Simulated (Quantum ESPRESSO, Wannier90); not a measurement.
# InAs (wurtzite): Wannier90 run

```
CELL_PARAMETERS angstrom
      4.31140     0.00000     0.00000
     -2.15570     3.73378     0.00000
      0.00000     0.00000     7.08879
ATOMIC_POSITIONS crystal
  In 0.66667 0.33333 0.50059
  In 0.33333 0.66667 0.00059
  As 0.66667 0.33333 0.87491
  As 0.33333 0.66667 0.37491
```

Structure: Materials Project mp-1007652, symmetrised, not relaxed again. Not found in the COD (Crystallography Open Database) copy used, which has the formula in other groups; not checked further. Level: LDA, no spin polarisation, no spin-orbit coupling; pw.x of Quantum ESPRESSO at 64 Ry with PseudoDojo potentials, 6×6×4 k-points, Wannier90. Density: 12×12×6 mesh, cold smearing 0.01 Ry. Spin-orbit coupling is left out although heavy elements are present.

Base run: 16 functions from bands 21-46 of the 46 computed, start hydrogen-like In: s;p; As: s;p, frozen window up to 1.50 eV relative to the Fermi level, outer window open. One setting was then changed (edges relative to the Fermi level; misfit to pw.x on a path, for states up to 1.0 eV relative to the Fermi level).

```
run      Ω_I (Å²)  rms misfit (meV)  worst (meV)
-------  --------  ----------------  -----------
base        26.14               3.6           34
changed     31.26               3.1           14
```

Task: Which change was made?
(A) outer window to 13.16 eV
(B) frozen window to -1.50 eV
(C) no frozen window
(D) frozen window to 1.00 eV
(E) only the lowest 21 of the kept bands

Result: E, only the lowest 21 of the kept bands. The others give:

```json
[
 {"run": "frozen window to 1.00 eV", "Ω_I (Å²)": "25.70", "rms misfit (meV)": "3.7", "worst (meV)": "34"},
 {"run": "frozen window to -1.50 eV", "Ω_I (Å²)": "25.51", "rms misfit (meV)": "36", "worst (meV)": "207"},
 {"run": "no frozen window", "Ω_I (Å²)": "25.01", "rms misfit (meV)": "80", "worst (meV)": "263"},
 {"run": "outer window to 13.16 eV", "Ω_I (Å²)": "27.08", "rms misfit (meV)": "3.2", "worst (meV)": "34"}
]
```
